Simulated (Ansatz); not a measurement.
SrNbNO2:
```xyz
5
Lattice="4.0098 0.0000 0.0000 0.0000 4.0098 0.0000 0.0000 0.0000 4.0604" Properties=species:S:1:pos:R:3 pbc="T T T"
Sr     0.0000     0.0000     0.0000
Nb     2.0049     2.0049     2.0302
N      2.0049     2.0049     0.0000
O      2.0049     0.0000     2.0302
O      0.0000     2.0049     2.0302
```

Relaxed with PBEsol. Special points in fractions of this cell's reciprocal vectors: Γ (0.000, 0.000, 0.000); X (0.000, 0.500, 0.000); M (0.500, 0.500, 0.000); Z (0.000, 0.000, 0.500); R (0.000, 0.500, 0.500); A (0.500, 0.500, 0.500).

### Question
List the band energies nearest the Fermi level at these points for DFT-PBEsol in the program Ansatz with PAW potentials.

### Answer
In eV from the Fermi level; about four levels below and three above (degenerate sets whole), none deeper than 8.9 eV; points with the same levels are listed once.

```tsv
k	below	above
Γ	-2.77 -2.77 -0.57 -0.57 -0.02	0.12 0.13 0.13
X	-3.57 -2.08 -1.17 -0.08	0.39 2.68 2.87
M	-2.15 -1.17 -1.17 -0.37	2.91 2.91 3.64
Z	-2.77 -2.77 -2.77 -2.77	0.19 4.04 4.04
R	-3.37 -3.31 -3.27 -0.55	2.71 3.94 3.98
A	-4.60 -2.09 -0.36 -0.36	3.92 4.62 4.62
```

Space group P4/mmm. The first step of the workflow began from a Materials Project structure, measured or hypothetical; the Crystallography Open Database copy checked does not list it. With N and O taken as one species the cell has the higher symmetry Pm-3m, so it may be an ordered model of a mixed-site phase. Its standing as an ambient phase is unchecked. The cell was relaxed with PBEsol under the symmetry of its start. At this level the phase is dynamically unstable (imaginary phonons). No spin polarisation was allowed. The Fermi level of a semimetal is unsure by some 0.05 eV on such meshes. Spin–orbit coupling is left out wherever it is not named.

Potentials: the later of the program's two PAW sets.
